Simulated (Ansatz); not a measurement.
Computed with Ansatz 0.2.0, DFT PBE, scalar-relativistic, plane waves, PAW. Cutoff 420 eV, Γ-centred 10×10×10 mesh (4-atom cell), Gaussian smearing of 0.10 eV, no spin polarisation.

Energies over the elements count from the elements' standard structures at the same level, with no fitted energy shifts. The references include grey tin.

Task: Find a candidate cubic metal with formula Sn3Te, with a formation energy near −0.08 eV/atom and a density near 6.56 g/cm³, in a cell of 4 atoms.

Result: Sn3Te, space group Im-3m (No. 229). Around Sn lie 2 Te at 3.13 Å and 4 Sn at 3.13 Å; around Te lie 6 Sn at 3.13 Å.

```cif
data_structure
_symmetry_space_group_name_H-M 'Im-3m'
_symmetry_Int_Tables_number 229
_cell_length_a 6.2569
_cell_length_b 6.2569
_cell_length_c 6.2569
_cell_angle_alpha 90.000
_cell_angle_beta 90.000
_cell_angle_gamma 90.000
_cell_volume 244.95
loop_
_atom_site_label
_atom_site_type_symbol
_atom_site_symmetry_multiplicity
_atom_site_Wyckoff_symbol
_atom_site_fract_x
_atom_site_fract_y
_atom_site_fract_z
_atom_site_occupancy
Sn1 Sn 6 b 0.50000 0.00000 0.00000 1
Te1 Te 2 a 0.00000 0.00000 0.00000 1
```

The volume per atom is 30.62 Å³, the density is 6.56 g/cm³ and the formation energy is −0.08 eV/atom. The gap on the 10×10×10 mesh of the 4-atom cell is 0 eV (a metal).

The structure comes from a generated guess, relaxed at this level; another structure or a mixture of phases may lie lower. The answer needn't be unique; the calculation gave this one.

Spin–orbit coupling, which can matter for Te, is left out. The reference form of Te is held partly by dispersion forces, which this level lacks. A later test with randomly moved atoms ended 2 meV/atom lower on a coarse mesh, in I4/mmm at a loose tolerance, which is no clear verdict on its stability.
